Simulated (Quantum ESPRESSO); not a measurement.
# Ga3SiCN3: convergence and cost over cutoff and k mesh

Simulated, not a measurement. The program is pw.x of Quantum ESPRESSO 7.5 (plane-wave density functional theory). The cell is made up: 8 atoms on a wurtzite lattice, with randomly drawn elements, strain and displacements, not relaxed. PseudoDojo standard norm-conserving files (v0.5 for PBE, v0.4.1 for LDA and PBEsol) set the functional; there is no spin polarisation, spin-orbit coupling or dispersion term, and the masses in the input are unused placeholders.

Input of the run in row 2:

```
&control calculation='scf', pseudo_dir='./dojo.nc.sr.pbe.v0_5.standard.upf', outdir='./o', disk_io='medium', tprnfor=.true., tstress=.true. /
&system ibrav=0, nat=8, ntyp=4, nbnd=37, ecutwfc=84.00895049, nosym=.true., tot_charge=0,
 occupations='smearing', smearing='fd', degauss=0.0018374661
/
&electrons conv_thr=7.350e-09, electron_maxstep=60, /
ATOMIC_SPECIES
C 1.0 C.upf
Ga 1.0 Ga.upf
N 1.0 N.upf
Si 1.0 Si.upf
CELL_PARAMETERS angstrom
3.2913 -0.0079 -0.0387
-0.0137 5.5424 0.0229
-0.0633 0.0216 5.3587
ATOMIC_POSITIONS angstrom
Ga 0.0192 0.0104 -0.1178
Ga 1.6347 2.7848 -0.0129
Si 1.5733 0.9535 2.6757
Ga -0.0578 3.7752 2.6033
C -0.0965 0.0403 2.0763
N 1.7145 2.7517 2.0675
N 1.5349 0.9339 4.566
N -0.0017 3.6566 4.8094
K_POINTS automatic
5 4 4 1 1 1
```

The same cell was run at these settings. Meshes are shifted by half a step, and differences are from the last row, which is itself not exact.

| cutoff (eV) | k mesh | k points solved | threshold (eV) | free energy less the last row's (eV) | pressure (GPa) | largest stress difference (GPa) | largest force difference (eV/Å) | iterations | wall time (s) | k-point pools | processor |
| --- | --- | --- | --- | --- | --- | --- | --- | --- | --- | --- | --- |
| 800 | 2 x 2 x 2 | 4 | 1e-04 | 1.947 | -53.84 | 48.54 | 0.206 | 8 | 17 | 1 | AMD EPYC, Zen 5 class |
| 1143 | 5 x 4 x 4 | 40 | 1e-07 | -0.008 | -9.06 | 0.06 | 0.008 | 13 | 238 | 1 | AMD EPYC, Zen 5 class |
| 1437 | 7 x 6 x 6 | 126 | 1e-07 | 0.000 | -9.08 | 0.00 | 0.000 | 13 | 942 | 1 | AMD EPYC, Zen 5 class |

Each pool is one process. Wall times include start-up and a band step at six k points, which weighs most on the coarsest meshes. The runs were on shared virtual cores whose load varied, so times are rough.